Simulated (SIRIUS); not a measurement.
A self-consistent single point of TaN (P-6m2, 4 atoms in the cell; from Materials Project mp-1459, changed as shown) with SIRIUS.

Computed with LDA (PW92), PseudoDojo 0.4 standard norm-conserving LDA (tails mended) pseudopotentials (plane waves; SIRIUS).

The change in words: lattice scaled by 1.02. Reference geometry (P-6m2):
```xyz
4
Lattice="2.9399 0.0000 0.0000 0.0000 5.0921 0.0000 0.0000 0.0000 2.8902" Properties=species:S:1:pos:R:3 pbc="T T T"
Ta     0.0000     0.0000     1.4451
Ta     1.4700     2.5461     1.4451
N      1.4700     0.8487     0.0000
N      0.0000     3.3948     0.0000
```

Reference input (self-consistent single point, DFT, LDA (PW92), plane waves, PseudoDojo 0.4 standard norm-conserving LDA (tails mended) pseudopotentials): parameters.ngridk = 8 6 8; parameters.xc_functionals = [XC_LDA_X, XC_LDA_C_PW]; parameters.gk_cutoff = 9.165 1/bohr; parameters.pw_cutoff = 18.331 1/bohr; parameters.smearing = fermi_dirac; parameters.smearing_width = 0.00499791 Ha; potentials = PseudoDojo 0.4 standard norm-conserving LDA (tails mended) pseudopotentials; parameters.electronic_structure_method = pseudopotential; parameters.num_bands = 22; parameters.num_mag_dims = 0; parameters.num_dft_iter = 100; parameters.energy_tol = 1e-07 Ha. This run's input differs from it in these lines:

```diff
@@ -32,5 +32,5 @@
     "lattice_vectors": [
-      [5.5556814228, 0.0, 0.0],
-      [0.0, 9.6227235321, 0.0],
-      [0.0, 0.0, 5.4616486509]
+      [5.6667954292, 0.0, 0.0],
+      [0.0, 9.8151789098, 0.0],
+      [0.0, 0.0, 5.5708823798]
     ],
```

Output (repeated stretches shortened):

```
[find] density tolerance         : 1e-06
[find] total energy tolerance    : 1e-07
[find] iter_solver_tol (initial) : 0.01
[find] iter_solver_tol (target)  : 1e-13
[find] num_dft_iter              : 100
Charges and magnetic moments
--------------------------------------------------------------------------------
total charge          : 36.000000
[find] | SCF iteration   0 out of 100|
[diagonalize] iterative solver tolerance (occupied, empty): 0.01 0.01
[diagonalize] average number of iterations: 2
[find] Charges and magnetic moments
[find] total charge          : 36.000000
[find] Energy
[find] smearing (-TS)                 :      -0.00039364
   [... lines left out ...]

[find] Charges and magnetic moments
[find] total charge          : 36.000000
[find] Energy
[find] smearing (-TS)                 :      -0.00055603
[find] Total energy                   :    -151.24937531 (Ha),    -302.49875062 (Ry)
[find] Free energy (E-TS)             :    -151.24993135 (Ha),    -302.49986269 (Ry)
[find] band gap (eV)                  :       0.00000000
[find] Efermi                         :       0.67449890
[find] iteration : 25, RMS (target) : 1.5582e-08 (1.0000e-06) , energy difference (target) : 5.7744e-10 (1.0000e-07)
[find] bands are converged : true
[find] iterative solver converged : true
[find] converged after 26 SCF iterations!
[find] Charges and magnetic moments
[find] total charge          : 36.000000
[find] Energy
[find] smearing (-TS)                 :      -0.00055603
[find] Total energy                   :    -151.24937531 (Ha),    -302.49875062 (Ry)
[find] Free energy (E-TS)             :    -151.24993135 (Ha),    -302.49986269 (Ry)
[find] band gap (eV)                  :       0.00000000
[find] Efermi                         :       0.67449890
[ground_state] === stress tensor components [kbar] ===
[ground_state] === stress_total ===
[ground_state]   299.069631    0.000000    0.000000
[ground_state]     0.000000  299.069022    0.000000
[ground_state]     0.000000    0.000000  348.430376
[ground_state] ==== total Forces in Ha/bohr =====
[ground_state] atom:    0, force:       0.0000000     -0.0000286      0.0000000
[ground_state] atom:    1, force:       0.0000000     -0.0000286      0.0000000
[ground_state] atom:    2, force:       0.0000000      0.0000287      0.0000000
[ground_state] atom:    3, force:       0.0000000      0.0000287      0.0000000
```

The run converged in 26 iterations. SIRIUS prints the stress tensor with tension positive. Against the reference run the free energy rises by 98.5 meV/atom, the pressure goes from -15.19 to -31.55 GPa and the largest force moves little (0.002 to 0.001 eV/Å).

The structure comes from a collection of computed structures, made at another level of theory; the collection holds predicted forms beside known ones. No clean gap shows at this smearing width and mesh (spacing up to 0.27 Å⁻¹); the mesh is coarse for partly filled bands, so the values carry mesh errors. At this pressure the cell is far from its equilibrium volume at this level.

Cost on one core: roughly 7 core-minutes.

“Tails mended”: in these copies of the files the far tail of each local potential was reset to the Coulomb form.
